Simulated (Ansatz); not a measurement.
One crystal and one scan (energy over volume and axial ratio) at two levels, PBE (plane waves to 420 eV, PAW, scalar-relativistic; Ansatz, a quantum-chemistry and plane-wave program) and PBEsol (plane waves to 420 eV, PAW, scalar-relativistic; Ansatz), each from its own relaxed cell and on its own mesh. The cell shown is that of PBE.

MoSi$_{2}$ (MoSi2 type, space group I4/mmm)

```
MoSi2
1.0
   -1.60850     1.60850     3.93661
    1.60850    -1.60850     3.93661
    1.60850     1.60850    -3.93661
Mo Si
1 2
Direct
  0.00000   0.00000   0.00000
  0.33511   0.33511   0.00000
  0.66489   0.66489   0.00000
```

The relaxed cell is deformed in two ways at once: its volume V is scaled, and at that volume it is stretched along z (the c axis of the conventional cell) so that c/a changes. Fractional atomic positions are held.

E stands for the smeared free energy. MoSi2 is run without spin polarisation. MoSi2 was relaxed with its symmetry unable to fall. The PAW data are Ansatz's earlier set. As the atoms are clamped, bonds stretch with the cell, which overstates energies and stresses. With partly filled bands, the response to shear is sensitive to the k mesh, so small differences along c/a are uncertain. Percentages come from the unrounded values. Both scans cover V/V₀ from 0.960 to 1.040 and (c/a)/(c/a)₀ from 0.880 to 1.120.

Results of PBE:

| Quantity | Result |
|---|---|
| Lattice constant a (Å) | 3.217 |
| Lattice constant c (Å) | 7.873 |
| Relaxed volume (Å³/atom) | 13.58 |
| Modulus against c/a change at fixed volume, (3/4V)·∂²E/∂(ln c/a)² (fit, atoms clamped) (GPa) | 190 |

Task: What does PBEsol give for the same quantities?

Result: 
```tsv
quantity	PBEsol	PBE − PBEsol
Lattice constant a (Å)	3.190	+0.027 (+0.8 %)
Lattice constant c (Å)	7.821	+0.052 (+0.7 %)
Relaxed volume (Å³/atom)	13.27	+0.31 (+2.4 %)
Modulus against c/a change at fixed volume, (3/4V)·∂²E/∂(ln c/a)² (fit, atoms clamped) (GPa)	201	-11 (-5 %)
```

PBE gives the higher value for: lattice constant a; lattice constant c; relaxed volume. PBE gives the lower value for: modulus against c/a change at fixed volume.

(A scan under strain: stresses follow from slopes of the energy per volume, elastic moduli from its curvatures.)
